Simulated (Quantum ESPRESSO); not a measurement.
TaAl3VCuIr2 (simulated cell), YHf3TaInGa2 (simulated cell) (calculated)

Calculation on a made-up metal alloy cell, not a measurement: no spin or spin-orbit, unrelaxed, 2900 K smearing, stress positive in tension, cell energy less fitted offsets; periodic Kohn-Sham density functional theory in plane waves with PseudoDojo standard norm-conserving scalar-relativistic pseudopotentials, each functional with its own files (v0.5 for PBE, v0.4.1 for LDA and PBEsol), eight atoms on drawn sites of a strained close-packed or body-centred lattice, each displaced and held fixed; the energy is the cell's free energy, ions and the entropy term -TS included, at the stated Fermi-Dirac width, less a fixed offset for each atom's element (shifted free energy); compositions with an open d shell lost a parallel starting moment in a cheaper test run, and other magnetic orders were not tried; an error bar is the largest change of its kind in a tighter rerun, never given below 0.002 eV, 0.02 GPa or 0.003 eV/angstrom, and covers cutoff and k-mesh only, not smearing or the files. Program: Quantum ESPRESSO 7.5.

Common to all runs: functional pbe; fermi dirac smearing 0.25 eV; electrons removed 0.

Notes on all entries: heavy elements are run without spin-orbit coupling, which real alloys of them have; a spin test at this wide smearing found no moment, but such smearing suppresses magnetism that the real alloy may have; lattice, volume and sites are drawn at random and may be unstable or far from any real phase; energies are for the whole cell, less offsets fitted to these runs, so they are not formation energies.

(1) TaAl3VCuIr2 (simulated cell)

```xyz
8
Lattice="0.0939 3.8398 3.8007 3.8923 0.0285 3.8661 3.8991 3.9121 0.0216" Properties=species:S:1:pos:R:3 TaAl3VCuIr2
Ta    -0.0191     0.0203    -0.1141
Cu     1.9698     1.9319    -0.0245
Ir     2.0172     0.0857     1.7305
Al     3.9088     1.9491     1.9745
Ir     0.0920     1.9514     1.9165
V      2.0524     3.9286     1.7864
Al     1.9877     1.9566     3.8132
Al     3.9102     3.9616     3.8379
```

Here we set lattice type face-centred cubic, cutoff 1252 eV and k mesh 5 x 5 x 5 shifted half a step off Gamma on each axis.

The calculation gives: entropy term negative ts -1.236 eV; pressure 9.92 GPa; stress xx -10.44 GPa; stress yy -13.19 GPa; stress zz -6.12 GPa; stress yz 0.2 GPa; stress xz 3.09 GPa; stress xy 6.89 GPa; shifted free energy -1.312 eV.

Atoms:
```csv
atoms element,atom site,atom energy offset (eV)
Ta,1,-1771.44
Cu,2,-5159.25
Ir,3,-3133.86
Al,4,-63.26
Ir,5,-3133.86
V,6,-2008.71
Al,7,-63.26
Al,8,-63.26
```

Forces:
```csv
site,x (eV/Å),y (eV/Å),z (eV/Å)
1,0.161,-0.463,0.849
2,-0.31,0.803,-0.449
3,-0.576,-0.509,0.868
4,0.176,1.119,-0.749
5,-0.119,-0.504,-0.459
6,-0.057,-0.219,0.793
7,0.054,0.061,-0.186
8,0.672,-0.287,-0.666
```

Notes: the copper pseudopotential is less sure than most, with forces differing by about three percent and pressure by about two GPa from a second method on plain copper; error bars: energy 0.0067 eV, stress 0.045 GPa, force 0.0056 eV/Å, from a tighter rerun of a related cell, whose elements or sites may differ.

(2) TaAl3VCuIr2 (simulated cell)

```xyz
8
Lattice="0.0939 3.8398 3.8007 3.8923 0.0285 3.8661 3.8991 3.9121 0.0216" Properties=species:S:1:pos:R:3 TaAl3VCuIr2
Ta    -0.0191     0.0203    -0.1141
Cu     1.9698     1.9319    -0.0245
Ir     2.0172     0.0857     1.7730
Al     3.9088     1.9491     1.9745
Ir     0.0920     1.9514     1.9165
V      2.0524     3.9286     1.7864
Al     1.9877     1.9566     3.8132
Al     3.9102     3.9616     3.8379
```

It was run with lattice type face-centred cubic, cutoff 1252 eV and k mesh 5 x 5 x 5 shifted half a step off Gamma on each axis.

It finds entropy term negative ts -1.24 eV; pressure 9.67 GPa; stress xx -10.29 GPa; stress yy -12.99 GPa; stress zz -5.73 GPa; stress yz 0.03552 GPa; stress xz 2.88 GPa; stress xy 7.02 GPa; shifted free energy -1.343 eV.

Atoms:
```csv
atoms element,atom site,atom energy offset (eV)
Ta,1,-1771.44
Cu,2,-5159.25
Ir,3,-3133.86
Al,4,-63.26
Ir,5,-3133.86
V,6,-2008.71
Al,7,-63.26
Al,8,-63.26
```

Forces:
```csv
site,x (eV/Å),y (eV/Å),z (eV/Å)
1,0.286,-0.455,0.943
2,-0.299,0.67,-0.344
3,-0.585,-0.436,0.57
4,0.187,1.137,-0.748
5,-0.116,-0.524,-0.506
6,-0.054,-0.237,0.778
7,0.054,0.154,-0.121
8,0.528,-0.308,-0.573
```

Notes: the copper pseudopotential is less sure than most, with forces differing by about three percent and pressure by about two GPa from a second method on plain copper; error bars: energy 0.0067 eV, stress 0.045 GPa, force 0.0056 eV/Å, from a tighter rerun of a related cell, whose elements or sites may differ.

(3) TaAl3VCuIr2 (simulated cell)

```xyz
8
Lattice="0.0939 3.8398 3.8007 3.8923 0.0285 3.8661 3.8991 3.9121 0.0216" Properties=species:S:1:pos:R:3 TaAl3VCuIr2
Ta    -0.0191     0.0203    -0.1141
Cu     1.9698     1.9319    -0.0245
Ir     2.0172     0.0857     1.8069
Al     3.9088     1.9491     1.9745
Ir     0.0920     1.9514     1.9165
V      2.0524     3.9286     1.7864
Al     1.9877     1.9566     3.8132
Al     3.9102     3.9616     3.8379
```

It was run with lattice type face-centred cubic, cutoff 1252 eV and k mesh 5 x 5 x 5 shifted half a step off Gamma on each axis.

Results for TaAl3VCuIr2 (simulated cell): entropy term negative ts -1.242 eV; pressure 9.51 GPa; stress xx -10.21 GPa; stress yy -12.87 GPa; stress zz -5.46 GPa; stress yz -0.09088 GPa; stress xz 2.72 GPa; stress xy 7.11 GPa; shifted free energy -1.358 eV.

Atoms:
```csv
atoms element,atom site,atom energy offset (eV)
Ta,1,-1771.44
Cu,2,-5159.25
Ir,3,-3133.86
Al,4,-63.26
Ir,5,-3133.86
V,6,-2008.71
Al,7,-63.26
Al,8,-63.26
```

Forces:
```csv
site,x (eV/Å),y (eV/Å),z (eV/Å)
1,0.386,-0.449,1.019
2,-0.289,0.571,-0.263
3,-0.604,-0.386,0.351
4,0.196,1.151,-0.747
5,-0.113,-0.536,-0.55
6,-0.053,-0.252,0.766
7,0.053,0.226,-0.07
8,0.424,-0.324,-0.506
```

Notes: the copper pseudopotential is less sure than most, with forces differing by about three percent and pressure by about two GPa from a second method on plain copper; error bars: energy 0.0067 eV, stress 0.045 GPa, force 0.0056 eV/Å, from a tighter rerun of a related cell, whose elements or sites may differ.

(4) TaAl3VCuIr2 (simulated cell)

```xyz
8
Lattice="0.0939 3.8398 3.8007 3.8923 0.0285 3.8661 3.8991 3.9121 0.0216" Properties=species:S:1:pos:R:3 TaAl3VCuIr2
Ta    -0.0191     0.0203    -0.1141
Cu     1.9698     1.9319    -0.0245
Ir     2.0172     0.0857     1.8222
Al     3.9088     1.9491     1.9745
Ir     0.0920     1.9514     1.9165
V      2.0524     3.9286     1.7864
Al     1.9877     1.9566     3.8132
Al     3.9102     3.9616     3.8379
```

Here we set lattice type face-centred cubic, cutoff 1252 eV and k mesh 5 x 5 x 5 shifted half a step off Gamma on each axis.

It finds entropy term negative ts -1.242 eV; pressure 9.48 GPa; stress xx -10.21 GPa; stress yy -12.86 GPa; stress zz -5.37 GPa; stress yz -0.15 GPa; stress xz 2.65 GPa; stress xy 7.15 GPa; shifted free energy -1.363 eV.

Atoms:
```csv
atoms element,atom site,atom energy offset (eV)
Ta,1,-1771.44
Cu,2,-5159.25
Ir,3,-3133.86
Al,4,-63.26
Ir,5,-3133.86
V,6,-2008.71
Al,7,-63.26
Al,8,-63.26
```

Forces:
```csv
site,x (eV/Å),y (eV/Å),z (eV/Å)
1,0.432,-0.447,1.054
2,-0.285,0.528,-0.228
3,-0.617,-0.366,0.257
4,0.2,1.158,-0.746
5,-0.111,-0.541,-0.573
6,-0.052,-0.258,0.761
7,0.053,0.258,-0.047
8,0.38,-0.332,-0.478
```

Notes: the copper pseudopotential is less sure than most, with forces differing by about three percent and pressure by about two GPa from a second method on plain copper; error bars: energy 0.0067 eV, stress 0.045 GPa, force 0.0056 eV/Å, from a tighter rerun of this cell.

(5) TaAl3VCuIr2 (simulated cell)

```xyz
8
Lattice="0.0939 3.8398 3.8007 3.8923 0.0285 3.8661 3.8991 3.9121 0.0216" Properties=species:S:1:pos:R:3 TaAl3VCuIr2
Ta    -0.0191     0.0203    -0.1141
Cu     1.9698     1.9319    -0.0245
Ir     2.0172     0.0857     1.8624
Al     3.9088     1.9491     1.9745
Ir     0.0920     1.9514     1.9165
V      2.0524     3.9286     1.7864
Al     1.9877     1.9566     3.8132
Al     3.9102     3.9616     3.8379
```

Settings of this run: lattice type face-centred cubic, cutoff 1252 eV and k mesh 5 x 5 x 5 shifted half a step off Gamma on each axis.

The calculation gives: entropy term negative ts -1.242 eV; pressure 9.42 GPa; stress xx -10.24 GPa; stress yy -12.84 GPa; stress zz -5.19 GPa; stress yz -0.3 GPa; stress xz 2.46 GPa; stress xy 7.23 GPa; shifted free energy -1.369 eV.

Atoms:
```csv
atoms element,atom site,atom energy offset (eV)
Ta,1,-1771.44
Cu,2,-5159.25
Ir,3,-3133.86
Al,4,-63.26
Ir,5,-3133.86
V,6,-2008.71
Al,7,-63.26
Al,8,-63.26
```

Forces:
```csv
site,x (eV/Å),y (eV/Å),z (eV/Å)
1,0.558,-0.441,1.149
2,-0.273,0.42,-0.139
3,-0.66,-0.32,0.02
4,0.211,1.174,-0.745
5,-0.107,-0.549,-0.637
6,-0.053,-0.275,0.749
7,0.052,0.342,0.013
8,0.273,-0.351,-0.41
```

Notes: the copper pseudopotential is less sure than most, with forces differing by about three percent and pressure by about two GPa from a second method on plain copper; error bars: energy 0.0067 eV, stress 0.045 GPa, force 0.0056 eV/Å, from a tighter rerun of a related cell, whose elements or sites may differ.

(6) TaAl3VCuIr2 (simulated cell)

```xyz
8
Lattice="0.0939 3.8398 3.8007 3.8923 0.0285 3.8661 3.8991 3.9121 0.0216" Properties=species:S:1:pos:R:3 TaAl3VCuIr2
Ta    -0.0191     0.0203    -0.1141
Cu     1.9698     1.9319    -0.0245
Ir     2.0172     0.0857     1.9026
Al     3.9088     1.9491     1.9745
Ir     0.0920     1.9514     1.9165
V      2.0524     3.9286     1.7864
Al     1.9877     1.9566     3.8132
Al     3.9102     3.9616     3.8379
```

It was run with lattice type face-centred cubic, cutoff 1252 eV and k mesh 5 x 5 x 5 shifted half a step off Gamma on each axis.

Results for TaAl3VCuIr2 (simulated cell): entropy term negative ts -1.241 eV; pressure 9.44 GPa; stress xx -10.34 GPa; stress yy -12.9 GPa; stress zz -5.09 GPa; stress yz -0.45 GPa; stress xz 2.28 GPa; stress xy 7.3 GPa; shifted free energy -1.365 eV.

Atoms:
```csv
atoms element,atom site,atom energy offset (eV)
Ta,1,-1771.44
Cu,2,-5159.25
Ir,3,-3133.86
Al,4,-63.26
Ir,5,-3133.86
V,6,-2008.71
Al,7,-63.26
Al,8,-63.26
```

Forces:
```csv
site,x (eV/Å),y (eV/Å),z (eV/Å)
1,0.692,-0.436,1.25
2,-0.26,0.317,-0.054
3,-0.721,-0.285,-0.207
4,0.222,1.19,-0.743
5,-0.102,-0.551,-0.709
6,-0.054,-0.292,0.739
7,0.05,0.427,0.073
8,0.174,-0.37,-0.349
```

Notes: the copper pseudopotential is less sure than most, with forces differing by about three percent and pressure by about two GPa from a second method on plain copper; error bars: energy 0.0067 eV, stress 0.045 GPa, force 0.0056 eV/Å, from a tighter rerun of a related cell, whose elements or sites may differ.

(7) TaAl3VCuIr2 (simulated cell)

```xyz
8
Lattice="0.0939 3.8398 3.8007 3.8923 0.0285 3.8661 3.8991 3.9121 0.0216" Properties=species:S:1:pos:R:3 TaAl3VCuIr2
Ta    -0.0191     0.0203    -0.1141
Cu     1.9698     1.9319    -0.0245
Ir     2.0172     0.0857     1.9633
Al     3.9088     1.9491     1.9745
Ir     0.0920     1.9514     1.9165
V      2.0524     3.9286     1.7864
Al     1.9877     1.9566     3.8132
Al     3.9102     3.9616     3.8379
```

Settings of this run: lattice type face-centred cubic, cutoff 1252 eV and k mesh 5 x 5 x 5 shifted half a step off Gamma on each axis.

The calculation gives: entropy term negative ts -1.236 eV; pressure 9.64 GPa; stress xx -10.65 GPa; stress yy -13.15 GPa; stress zz -5.14 GPa; stress yz -0.67 GPa; stress xz 2 GPa; stress xy 7.36 GPa; shifted free energy -1.342 eV.

Atoms:
```csv
atoms element,atom site,atom energy offset (eV)
Ta,1,-1771.44
Cu,2,-5159.25
Ir,3,-3133.86
Al,4,-63.26
Ir,5,-3133.86
V,6,-2008.71
Al,7,-63.26
Al,8,-63.26
```

Forces:
```csv
site,x (eV/Å),y (eV/Å),z (eV/Å)
1,0.915,-0.431,1.418
2,-0.242,0.169,0.068
3,-0.845,-0.251,-0.548
4,0.237,1.214,-0.741
5,-0.094,-0.546,-0.824
6,-0.06,-0.316,0.724
7,0.049,0.558,0.168
8,0.039,-0.397,-0.265
```

Notes: the copper pseudopotential is less sure than most, with forces differing by about three percent and pressure by about two GPa from a second method on plain copper; error bars: energy 0.0067 eV, stress 0.045 GPa, force 0.0056 eV/Å, from a tighter rerun of a related cell, whose elements or sites may differ.

(8) YHf3TaInGa2 (simulated cell)

```xyz
8
Lattice="4.7364 -2.7293 0.0468 -3.2106 -0.0060 -5.1497 3.2026 5.5365 0.0116" Properties=species:S:1:pos:R:3 YHf3TaInGa2
Ga     0.1166     0.0178    -0.0243
Hf     1.5009     2.7895    -0.0468
Ga    -0.0740     1.7416    -2.5203
Y      1.4610     4.6541    -2.6284
Ta     3.2051     0.0266     0.1589
Hf     4.6183     2.7715     0.0186
Hf     1.7542    -1.0223    -2.6302
In     3.0326     1.9239    -2.4873
```

It was run with lattice type hexagonal close-packed, cutoff 1088 eV and k mesh 5 x 5 x 4 shifted half a step off Gamma on each axis.

Results for YHf3TaInGa2 (simulated cell): entropy term negative ts -1.574 eV; pressure -4.12 GPa; stress xx 3.93 GPa; stress yy 4.49 GPa; stress zz 3.94 GPa; stress yz 0.79 GPa; stress xz 1.8 GPa; stress xy 3.04 GPa; shifted free energy 0.06 eV.

Atoms:
```csv
atoms element,atom site,atom energy offset (eV)
Ga,1,-2081.03
Hf,2,-1535.13
Ga,3,-2081.03
Y,4,-1110.52
Ta,5,-1771.44
Hf,6,-1535.13
Hf,7,-1535.13
In,8,-1808.02
```

Forces:
```csv
site,x (eV/Å),y (eV/Å),z (eV/Å)
1,-0.272,0.007,-0.316
2,0.167,-0.429,0.75
3,0.127,0.112,-0.182
4,0.718,-0.792,0.866
5,0.342,0.061,-0.797
6,0.463,0.003,0.008
7,-1.61,1.622,-0.052
8,0.065,-0.585,-0.278
```

Notes: error bars: energy 0.002 eV, stress 0.02 GPa, force 0.0034 eV/Å, from a tighter rerun of a related cell, whose elements or sites may differ.
